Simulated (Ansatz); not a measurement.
Polymorphs of BN, each relaxed with r²SCAN+D4 in the plane-wave PAW code Ansatz:

A: R3m
a = b = 2.498 Å, c = 9.876 Å, α = β = 90.00°, γ = 120.00°

```
atom  site  symmetry       x       y       z
----  ----  --------  ------  ------  ------
B       3a        3m  0.0000  0.0000  0.9997
N       3a        3m  0.0000  0.0000  0.3328
```

B: P6/mmm
a = 3.7374 Å, b = 3.7374 Å, c = 2.6047 Å, α = 90.00°, β = 90.00°, γ = 120.00°

```tsv
atom	site	symmetry	x	y	z
B	1b	6/mmm	0.0000	0.0000	0.5000
N	1a	6/mmm	0.0000	0.0000	0.0000
```

C: P6_222
a = 2.597 Å, b = 2.597 Å, c = 5.824 Å, α = 90.00°, β = 90.00°, γ = 120.00°

| atom | site | symmetry | x | y | z |
|---|---|---|---|---|---|
| B | 3d | 222 | 0.5000 | 0.0000 | 0.5000 |
| N | 3c | 222 | 0.5000 | 0.0000 | 0.0000 |

Q: Put the candidates in order of energy per atom at 0 K, lowest first, for r²SCAN+D4.

A: A (+0 meV/atom), B (+895 meV/atom), C (+1023 meV/atom)

Q: Give each one's gap.

A: A 4.69 eV; B 3.02 eV; C 4.26 eV.

Typed or built starts, not in the databases checked: B; C. Not the usual ambient phase: A; B; C. Unstable at this level: B. All cells were relaxed under the symmetry of their starts (and spin orders); stability against distortions was not tested throughout.

Energies hold the estimated change up to a 700 eV cutoff; steps of a few meV lie near the error of the meshes.

Potentials: the later of the program's two PAW sets.
